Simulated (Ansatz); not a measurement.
Relaxed candidate structures of SiRh:

A. P2₁/c (No. 14), mP8; a = 4.571 Å, b = 4.571 Å, c = 5.531 Å, α = 90.00°, β = 116.11°, γ = 90.00°; Si 4e (0.208, 0.148, 0.435); Rh 4e (0.300, 0.854, 0.114)

B. Pm-3m (No. 221), cP2, CsCl type; a = 2.947 Å, b = 2.947 Å, c = 2.947 Å, α = 90.00°, β = 90.00°, γ = 90.00°; Si 1b (0.500, 0.500, 0.500); Rh 1a (0.000, 0.000, 0.000)

Problem. Put the candidates in order of energy per atom, lowest first, for PBEsol (plane waves to 420 eV, PAW, scalar-relativistic; Ansatz, an electronic-structure program).

Solution. A (reference), B (+0.28 eV/atom)

Each run could gain symmetry but not lose that of its start, so entries can be saddle points. From databases, or of a type measured for this composition: P2₁/c, mP8; the others are generated cells (placed on structure types, drawn at random, substituted or restacked) that were not matched to a known phase here. Energies are at zero temperature and pressure, without zero-point motion. No spin polarisation in the result.
